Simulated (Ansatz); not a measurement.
B₄C:
```cif
data_C6B24
_chemical_formula_sum 'B24 C6'
_space_group_name_H-M_alt 'Cm'
_space_group_IT_number 8
_space_group_name_Hall 'C -2y'
_cell_length_a 8.74266
_cell_length_b 5.57968
_cell_length_c 5.02777
_cell_angle_alpha 90.000
_cell_angle_beta 118.742
_cell_angle_gamma 90.000
loop_
_atom_site_label
_atom_site_type_symbol
_atom_site_symmetry_multiplicity
_atom_site_Wyckoff_symbol
_atom_site_fract_x
_atom_site_fract_y
_atom_site_fract_z
_atom_site_occupancy
B1 B 2 a 0.00825 0.50000 0.16164 1
B2 B 4 b 0.33707 0.16093 0.51603 1
B3 B 4 b 0.16842 0.33750 0.49456 1
B4 B 2 a 0.19295 0.50000 0.81916 1
B5 B 2 a 0.31040 0.00000 0.18807 1
B6 B 4 b 0.44265 0.25449 0.30494 1
B7 B 4 b 0.06065 0.24315 0.70120 1
B8 B 2 a 0.49960 0.50000 0.01213 1
C1 C 2 a 0.49669 0.00000 0.82436 1
C2 C 2 a 0.37439 0.50000 0.11871 1
C3 C 2 a 0.12149 0.00000 0.89640 1
```
(The calculation used a cell of 15 atoms; values per cell refer to that cell.)

Relaxed with PBEsol.

Q: Give the optical modes at the zone centre with their infrared activity from DFPT, plane-wave PAW PBEsol (Ansatz code).

A: Transverse frequencies, without the LO–TO term; a row sums one degenerate level.

```tsv
ω (cm⁻¹)	degeneracy	IR ((D/Å)²/amu)	activity
351	1	7.04	IR
388	1	8.31	IR
425	1	0.29	IR
474	1	0.06	IR
478	1	0.09	IR
480	1	0.07	IR
504	1	0.09	IR
526	1	0.10	IR
531	1	0.05	IR
541	1	0.23	IR
566	1	0.01	IR
586	1	0.86	IR
617	1	0.84	IR
689	1	0.30	IR
697	1	0.38	IR
714	1	0.18	IR
716	1	0.66	IR
717	1	3.27	IR
731	1	0.31	IR
731	1	0.26	IR
762	1	0.08	IR
780	1	1.18	IR
792	1	0.02	IR
799	1	0.00	IR-inactive
810	1	0.05	IR
834	1	1.07	IR
835	1	0.19	IR
844	1	0.15	IR
852	1	1.15	IR
865	1	0.03	IR
876	1	0.99	IR
957	1	1.49	IR
986	1	0.48	IR
1044	1	1.85	IR
1047	1	0.09	IR
1063	1	0.41	IR
1074	1	12.25	IR
1085	1	1.16	IR
1093	1	7.76	IR
1115	1	16.31	IR
1137	1	6.42	IR
1591	1	34.26	IR
```

Q: How high does the top mode go among those that the LO–TO term moves?

A: 1618 cm⁻¹ for q along x, 1111 cm⁻¹ for q along y, 1595 cm⁻¹ for q along z.

The workflow started from a Materials Project entry (that database holds measured and hypothetical structures alike); the Crystallography Open Database copy checked does not list it. Its standing as an ambient phase is unchecked. Symmetry was held in the PBEsol relaxation; phonons on a q-mesh show no instability.

Potentials: the later of the program's two PAW sets.
